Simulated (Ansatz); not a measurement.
Notes on FeCO3

```
Fe C O
1.0
     4.66627    0.00000    0.00000
    -2.33313    4.04111    0.00000
    -2.33313    1.34704    5.10019
Fe C O
2 2 6
Direct
  0.00000 0.00000 0.00000
  0.50000 0.50000 0.50000
  0.25000 0.75000 0.75000
  0.75000 0.25000 0.25000
  0.51920 0.75000 0.75000
  0.25000 0.01920 0.75000
  0.98080 0.48080 0.75000
  0.48080 0.25000 0.25000
  0.75000 0.98080 0.25000
  0.01920 0.51920 0.25000
```

Level: r2SCAN, no spin polarisation; 500 eV; 6×6×6 Γ-centred mesh; fermi-dirac occupations (width 0.1 eV); Ansatz 0.2.0, fixed geometry.

Task: Which atom feels the largest force, and which way?

Result: The largest is on O5 (and as large on other atoms): 3.02 eV/Å, components (3.02, 0.00, 0.00). It makes 180° with the line to a nearest neighbour, C3 at 1.26 Å, pointing away from it.

Task: What is the band gap?

Result: The gap is 1.69 eV, direct at the points sampled. A semilocal functional usually gives too small a gap.

Task: What is the character of the valence top and the conduction bottom?

Result: Within 0.7 eV of the edges, the states project mainly on Fe d (94 %) below the gap and on Fe d (82 %) and O p (12 %) above it.

Task: Is the cell too large or too small?

Result: The pressure is -6.7 GPa (compression positive), so with the atoms held at these fractions the cell would first shrink; the forces are large, so a full relaxation may end otherwise. The principal stresses -18.0, -1.0, -1.0 GPa differ, so its shape would change too.

Task: What is the formation energy?

Result: -1.10 eV an atom against the elements' usual phases (free molecules for gases, crystals otherwise, with no correction for O₂ or N₂), so it is bound against them; other compounds may still compete. Relaxing would lower it.

Task: Give the Bader charges.

Result: Bader charges in e: Fe +1.36, C +2.49, O -1.28. In the mean C gives up most and O takes most.

Origin: a known structure type with other elements, at an estimated volume, so it need not be a known compound. Caveats: no spin polarisation, so a magnetic state may lie lower; atoms or cell far from equilibrium.

It took 54 s on 1 thread of AMD EPYC 9R05 (Zen 5), on a shared host, peak memory 0.68 GiB, starting from a saved density. The time holds forces, stress, Bader, DOS, bands, ELF.
